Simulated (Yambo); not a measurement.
Yambo run on Ba$_{2}$ZnN$_{2}$ (space group I4/mmm, No. 139). The wavefunctions are norm-conserving PBEsol (Quantum ESPRESSO, 84 Ry, without SOC) ones on a 4×4×4 mesh (25 occupied bands); a = 7.1380 Å, b = 7.1380 Å, c = 7.1380 Å, α = 145.81°, β = 145.81°, γ = 49.13°.

Yambo input:

```
rim_cut
HF_and_locXC
RandQpts= 1000000
RandGvec= 1 Ry
EXXRLvcs= 84 Ry
VXCRLvcs= 336 Ry
% QPkrange
 1 | 1 | 25 | 26 |
 3 | 3 | 25 | 26 |
 6 | 6 | 25 | 26 |
 8 | 8 | 25 | 26 |
 13 | 13 | 25 | 26 |
%
```

k points by index: 1 = Γ, 3 = X, 6 = N, 8 = P, 13 = Z.

The o-*.hf file then holds:

```
#    K-point    Band    Eo [eV]    Ehf [eV]    Vxc [eV]    Vnlxc [eV]
#
    1    25    0.000000    -3.167665    -16.44528    -19.61294
    1    26    0.838622    4.246269    -12.88479    -9.477145
    3    25    -0.077661    -3.223396    -15.91721    -19.06295
    3    26    0.478013    3.532096    -10.33820    -7.284118
    6    25    -1.005321    -4.585389    -15.54849    -19.12856
    6    26    1.644066    5.538788    -9.777941    -5.883219
    8    25    -0.138760    -3.269770    -16.02296    -19.15397
    8    26    1.026520    4.451518    -10.63660    -7.211606
    13    25    -0.182691    -3.427013    -16.48760    -19.73193
    13    26    1.053053    5.135676    -8.842041    -4.759418
```
Exchange alone, without screening.

Geometry of the Materials Project entry, not relaxed at this level.
